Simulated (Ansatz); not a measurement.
Si$_{3}$Ge:
Space group P-4m2 (No. 115); a = b = 3.8811 Å, c = 5.4782 Å, α = β = γ = 90.00°

```json
[
 {"atom": "Si", "site": "2g", "symmetry": "2mm.", "x": "0.0000", "y": "0.5000", "z": "0.2448"},
 {"atom": "Si", "site": "1a", "symmetry": "-4m2", "x": "0.0000", "y": "0.0000", "z": "0.0000"},
 {"atom": "Ge", "site": "1c", "symmetry": "-4m2", "x": "0.5000", "y": "0.5000", "z": "0.5000"}
]
```

Relaxed with PBEsol.

**Question.** Which orbitals make up the states near the band edges in the program Ansatz at the PBEsol level (PAW)?

**Answer.** Top 1 eV of the valence band: Si 3p 69 %, Ge 4p 27 %. Bottom 1 eV of the conduction band: Si 3p 47 %, Si 3s 17 %, Ge 4p 12 %, Ge 4s 9 %, outside the projected shells 15 %. Projections are on Löwdin-orthogonalised atomic valence shells; empty p or d shells of many metals are not among them.

**Question.** Tabulate the density of states.

**Answer.** States/eV per cell of 4 atoms, in 0.25 eV bins, energy from the valence-band maximum.

```
E (eV)  total  Si 3p  Ge 4p  Si 3s
------  -----  -----  -----  -----
-7.85    0.12   0.03   0.02   0.07
-7.60    0.56   0.14   0.09   0.30
-7.35    1.17   0.33   0.15   0.56
-7.10    2.23   0.83   0.29   0.84
-6.85    2.18   0.85   0.31   0.79
-6.60    1.51   0.59   0.22   0.56
-6.35    1.19   0.47   0.17   0.44
-6.10    0.92   0.37   0.13   0.34
-5.85    0.83   0.34   0.12   0.30
-5.60    0.78   0.33   0.11   0.28
-5.35    0.69   0.30   0.09   0.24
-5.10    0.58   0.26   0.08   0.19
-4.85    0.52   0.25   0.07   0.16
-4.60    0.55   0.29   0.07   0.14
-4.35    1.11   0.74   0.22   0.11
-4.10    2.25   1.53   0.53   0.14
-3.85    2.27   1.51   0.53   0.17
-3.60    1.96   1.29   0.44   0.17
-3.35    2.33   1.60   0.52   0.16
-3.10    2.63   1.85   0.57   0.15
-2.85    2.79   2.00   0.63   0.11
-2.60    2.80   2.02   0.62   0.11
-2.35    2.93   2.11   0.65   0.11
-2.10    2.50   1.80   0.57   0.08
-1.85    2.46   1.75   0.60   0.06
-1.60    2.38   1.65   0.63   0.05
-1.35    2.06   1.38   0.61   0.04
-1.10    1.60   1.08   0.47   0.03
-0.85    1.00   0.69   0.27   0.02
-0.60    0.64   0.44   0.17   0.01
-0.35    0.38   0.26   0.11   0.00
-0.10    0.09   0.06   0.03   0.00
0.15     0.00   0.00   0.00   0.00
0.40     0.05   0.02   0.00   0.00
0.65     0.29   0.14   0.03   0.04
0.90     0.60   0.28   0.07   0.10
1.15     0.99   0.46   0.12   0.18
1.40     1.42   0.65   0.17   0.27
1.65     2.20   1.01   0.27   0.43
1.90     2.88   1.32   0.34   0.59
2.15     2.99   1.42   0.34   0.60
2.40     2.82   1.33   0.37   0.54
2.65     2.21   1.01   0.34   0.35
2.90     2.04   0.95   0.31   0.28
3.15     2.61   1.31   0.42   0.27
3.40     4.04   2.00   0.71   0.38
3.65     3.46   1.70   0.60   0.32
3.90     2.79   1.39   0.45   0.24
4.15     2.46   1.21   0.40   0.20
4.40     2.30   1.07   0.35   0.18
4.65     2.62   1.19   0.38   0.21
4.90     2.47   1.11   0.35   0.21
5.15     2.46   1.06   0.32   0.21
```

The start of the workflow was typed in or built on a structure type; neither database checked (COD, Materials Project) lists it. Its standing as an ambient phase is unchecked. The cell was relaxed with PBEsol under the symmetry of its start; whether a distortion lowers the energy is not shown. Scalar-relativistic: spin–orbit coupling is off unless named, which matters more the heavier the elements.

Potentials: the earlier of the program's two PAW sets. The files were generated under PBE; for other functionals the program regenerates the frozen cores, and for LDA and PBEsol the local potential too.
